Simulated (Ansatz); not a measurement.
**CdH6 (P1) at 2 levels of theory**

One geometry, relaxed with PBE; plane waves with PAW potentials in Ansatz, scalar-relativistic. No spin polarisation. Gaps are the least over mesh and band path; pressure is positive in compression.

```yaml
crystal:
  lattice:
    - [5.83798, 0.06542, 0.02375]
    - [0.20792, 5.96044, 0.11668]
    - [0.07328, 0.20710, 5.86687]
  atoms:
    - { symbol: Cd, position: [0.99400, 0.94609, 0.03084] }
    - { symbol: H, position: [0.54511, 0.09018, 0.45421] }
    - { symbol: H, position: [0.46841, 0.15484, 0.53378] }
    - { symbol: H, position: [0.98666, 0.40533, 0.57913] }
    - { symbol: H, position: [0.01580, 0.49729, 0.49227] }
    - { symbol: H, position: [0.53955, 0.40707, 0.96844] }
    - { symbol: H, position: [0.45047, 0.49919, 0.94134] }
```

```csv
level,cutoff (eV),k mesh,gap (eV),pressure (GPa)
PBE,420,4×4×4,3.49,0.0
```

Task: What comes out on the same cell with r2SCAN?

Result:
```tsv
level	cutoff (eV)	k mesh	gap (eV)	pressure (GPa)
r2SCAN	500	4×4×4	3.80	-0.2
```

The cell holds layers, chains or molecules and no dispersion correction was added, so their binding is poorly described.

The cell was found from a structure generator's guess, not taken from experiment.
